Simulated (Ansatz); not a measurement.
**Co, beta-Sn type: geometry optimisation**

Method: DFT, BLYP, plane waves (420 eV) with PAW, scalar-relativistic (Ansatz 0.2.0). (PAW data from PBE, frozen cores regenerated.)

k-point mesh 15×15×10, Fermi-Dirac smearing 0.05 eV, starting moments 1.70 ×2 μB. Cell and atoms relax.

Starting structure:

```yaml
crystal:
  lattice:
    - [-2.1999784191, 2.1999784191, 1.2011882168]
    - [2.1999784191, -2.1999784191, 1.2011882168]
    - [2.1999784191, 2.1999784191, -1.2011882168]
  atoms:
    - { symbol: Co, position: [0.0, 0.0, 0.0], spin: 1.7 }
    - { symbol: Co, position: [0.75, 0.25, 0.5], spin: 1.7 }
hamiltonian:
  xc: blyp
  pseudopotentials:
    kind: paw
    azcp:
      Co: "pseudopotentials/Co.paw.azcp"
basis:
  ecutwfc: 420
  fft_grid_basis: typed
kpoints:
  mp_grid: { grid: [15, 15, 10], shift: [0, 0, 0] }
magnetization:
  spin_polarized: true
scf:
  occupations: { method: fermi_dirac, width: 0.05 }
relax:
  max_steps: 60
  f_tol: 0.01
  cell: {}
```

Problem. What cell does the relaxation end in?

Solution. P6_3/mmc (spin ignored) with a = 2.532 Å, c = 4.090 Å (c/a = 1.616); 11.35 Å³ per atom against 11.63 at the start (-2.3 %).

The cell has left the beta-Sn structure type; it ends in P6_3/mmc.

Problem. How much energy does the relaxation gain?

Solution. 479.7 meV per atom.

The k-point mesh keeps fewer symmetry operations than the starting structure has, so the cell can leave it.

Problem. Which magnetic state does it end in?

Solution. ferromagnetic, net 1.63 μB per atom; moments 1.70 ×2 μB.
